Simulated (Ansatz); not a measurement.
GeBCN:
```cif
data_CBGeN
_chemical_formula_sum 'B1 Ge1 C1 N1'
_space_group_name_H-M_alt 'P3m1'
_space_group_IT_number 156
_space_group_name_Hall 'P 3 -2"'
_cell_length_a 2.95225
_cell_length_b 2.95225
_cell_length_c 4.77368
_cell_angle_alpha 90.000
_cell_angle_beta 90.000
_cell_angle_gamma 120.000
loop_
_atom_site_label
_atom_site_type_symbol
_atom_site_symmetry_multiplicity
_atom_site_Wyckoff_symbol
_atom_site_fract_x
_atom_site_fract_y
_atom_site_fract_z
_atom_site_occupancy
B1 B 1 b 0.33333 0.66667 0.48772 1
Ge1 Ge 1 c 0.66667 0.33333 0.00346 1
C1 C 1 b 0.33333 0.66667 0.15546 1
N1 N 1 c 0.66667 0.33333 0.60336 1
```

Relaxed with r²SCAN+D4. DFT-r²SCAN+D4 in the program Ansatz with PAW potentials gives a gap of 2.52 eV.

Question: What gap does HSE06 give on the same cell (Ansatz, PAW)?

Answer: 3.20 eV, 0.68 eV more. The hybrid was solved on a coarser mesh and at special points; the gap given is the minimum over both.

```tsv
k	v1 r²SCAN+D4	c1 r²SCAN+D4	v1 HSE06	c1 HSE06
Γ	0.00	2.74	___	___
A	-0.44	3.45	___	___
K	-4.87	2.95	___	___
H	-3.27	4.26	-3.44	5.08
M	-1.88	3.38	___	___
L	-2.84	2.52	-2.97	3.20
```

Question: Top valence (v1) and lowest conduction level (c1) in eV from each method's valence maximum (which need not be a listed point): supply the withheld HSE06 values.

Answer: 
- K, v1 HSE06: -5.13
- K, c1 HSE06: 3.52
- Γ, v1 HSE06: 0.00
- Γ, c1 HSE06: 3.52
- M, v1 HSE06: -1.98
- M, c1 HSE06: 4.04
- A, v1 HSE06: -0.46
- A, c1 HSE06: 4.24

Cost on shared cores: the r²SCAN+D4 run (SCF on a 11×11×6 mesh, then bands and DOS) very roughly 40 core-seconds, the HSE06 run (SCF on 8×8×4, then a few points) very roughly 2.1 core-minutes; the tasks are unlike.

The start of the workflow was typed in or built on a structure type; neither database checked (COD, Materials Project) lists it. Whether it is the stable phase at ambient conditions was not checked. The cell was relaxed with r²SCAN+D4 under the symmetry of its start; whether a distortion lowers the energy is not shown. The volume moved by -16 % from the start of the relaxation. Spin–orbit coupling is left out wherever it is not named.

Potentials: the earlier of the program's two PAW sets. The files were generated under PBE; for other functionals the program regenerates the frozen cores, and for LDA and PBEsol the local potential too.
